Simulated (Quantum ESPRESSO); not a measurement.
## ZrRu3Al3Ta (one composition in several site orders)

A calculation, not a measurement. The program is pw.x of Quantum ESPRESSO 7.5 (plane-wave density functional theory). The cell is made up: eight metal atoms on a face-centred cubic lattice, with elements, volume, strain and displacements drawn at random and not relaxed, so it may be unstable or far from any real phase. PseudoDojo standard norm-conserving files set the functional (PBE unless stated); there is no spin polarisation or spin-orbit coupling, the Fermi-Dirac width of 0.25 eV means electrons at about 2900 K, and the masses in the input are unused placeholders. Heavy elements are run without spin-orbit coupling, which real alloys of them have. A spin test at this wide smearing found no moment, but such smearing suppresses magnetism that the real alloy may have.

The runs put one composition on the sites in different orders. Cell, positions, cutoff, mesh and smearing stay as in the input of run 1; sites are counted in its order. Stress in the tables is positive in tension.

Input of run 1:

```
&control calculation='scf', pseudo_dir='./dojo.nc.sr.pbe.v0_5.standard.upf', outdir='./o', disk_io='minimal', tprnfor=.true., tstress=.true. /
&system ibrav=0, nat=8, ntyp=4, nbnd=55, ecutwfc=84.00895049, nosym=.true., tot_charge=0,
 occupations='smearing', smearing='fd', degauss=0.0183746611
/
&electrons conv_thr=1.470e-08, electron_maxstep=70, mixing_beta=0.5 /
ATOMIC_SPECIES
Al 1.0 Al.upf
Ru 1.0 Ru.upf
Ta 1.0 Ta.upf
Zr 1.0 Zr.upf
CELL_PARAMETERS angstrom
1.9765 3.9529 1.9765
0.0 3.9529 -3.9529
-3.9529 3.9529 0.0
ATOMIC_POSITIONS angstrom
Zr -0.0103 -0.0512 0.1108
Ru -2.0267 2.0437 -0.0793
Ru -0.0357 1.9836 -1.9483
Al -1.9057 3.9215 -1.9664
Al 0.048 3.9689 -0.0072
Ta -1.9157 5.9324 -0.0398
Al 0.0168 5.8884 -2.0177
Ru -1.904 7.8433 -1.9691
K_POINTS automatic
5 5 5 1 1 1
```

| run | elements on sites 1 to 8 | free energy less that of run 1 (eV) | -TS (eV) | pressure (GPa) | stress xx (GPa) | stress yy (GPa) | stress zz (GPa) | stress yz (GPa) | stress xz (GPa) | stress xy (GPa) | iterations |
| --- | --- | --- | --- | --- | --- | --- | --- | --- | --- | --- | --- |
| 1 | Zr Ru Ru Al Al Ta Al Ru | 0.000 | -1.295 | 5.54 | -5.15 | -5.96 | -5.51 | -5.09 | 4.82 | -4.63 | 14 |
| 2 | Al Zr Ru Al Ru Al Ta Ru | -0.190 | -1.246 | 5.61 | -5.62 | -5.88 | -5.34 | -3.60 | 3.33 | -4.05 | 14 |
| 3 | Ru Ru Al Zr Ru Ta Al Al | -0.160 | -1.357 | 6.02 | -7.57 | -8.60 | -1.88 | -2.02 | -1.67 | 2.77 | 13 |
| 4 | Al Ru Al Ru Ta Al Ru Zr | -0.386 | -1.338 | 5.37 | -2.16 | -6.64 | -7.31 | 4.01 | -0.47 | -2.45 | 13 |
| 5 | Al Al Zr Ru Al Ru Ru Ta | 0.015 | -1.340 | 5.69 | -5.88 | -5.44 | -5.76 | -4.07 | 5.06 | -5.52 | 14 |
| 6 | Al Ru Al Al Ta Zr Ru Ru | -0.006 | -1.343 | 6.02 | -8.47 | -7.55 | -2.02 | -1.70 | -1.67 | 3.43 | 13 |

Forces Fx Fy Fz (eV/Å):

| site | run 1 | run 2 | run 3 | run 4 | run 5 | run 6 |
| --- | --- | --- | --- | --- | --- | --- |
| 1 | 0.53 0.22 -0.89 | -0.20 0.67 -0.80 | 0.10 0.40 -0.29 | -0.76 0.24 -0.74 | -0.31 0.58 -1.09 | 0.01 0.27 0.28 |
| 2 | 0.09 -0.46 0.45 | 0.78 -1.84 1.36 | 0.21 -0.99 0.86 | 0.51 -0.56 0.29 | 0.02 -0.29 0.53 | 1.00 0.27 0.37 |
| 3 | 0.16 -0.54 -0.11 | 0.44 -0.14 -0.21 | 0.50 -0.60 0.20 | 0.04 -0.32 -0.10 | 0.60 -0.65 0.25 | 0.19 -0.55 -1.15 |
| 4 | -1.08 0.33 0.14 | -0.55 0.82 -0.57 | -0.45 0.67 -0.65 | -0.35 0.60 0.45 | -0.25 0.39 0.43 | -0.56 0.26 -1.30 |
| 5 | -0.29 -0.47 -0.38 | 0.11 -0.37 -0.49 | 1.10 0.11 0.13 | -0.54 -0.45 0.19 | -0.64 -0.28 0.24 | -0.47 -0.20 0.51 |
| 6 | -0.14 0.22 -0.33 | -1.33 -0.05 -0.70 | -1.30 -0.19 1.78 | -0.05 -0.06 0.49 | -0.06 0.01 0.58 | -0.15 -0.22 0.98 |
| 7 | -0.17 0.37 0.35 | 1.31 0.86 1.13 | 0.43 0.38 -0.80 | 0.69 0.05 -0.35 | -0.31 -0.11 -0.81 | 0.44 -0.17 0.00 |
| 8 | 0.90 0.32 0.77 | -0.58 0.05 0.28 | -0.59 0.22 -1.22 | 0.46 0.50 -0.23 | 0.95 0.35 -0.12 | -0.46 0.34 0.32 |

The sites are displaced and not relaxed, so the energy differences hold strain from misfit and are not ordering energies. A rerun of one cell of this series at a higher cutoff and on a denser mesh moved values by no more than 0.002 eV in energy, 0.04 GPa in stress and 0.009 eV/Å in force, and a second program with other atomic files agreed on that cell to 2 % rms in force and 0.5 GPa in pressure.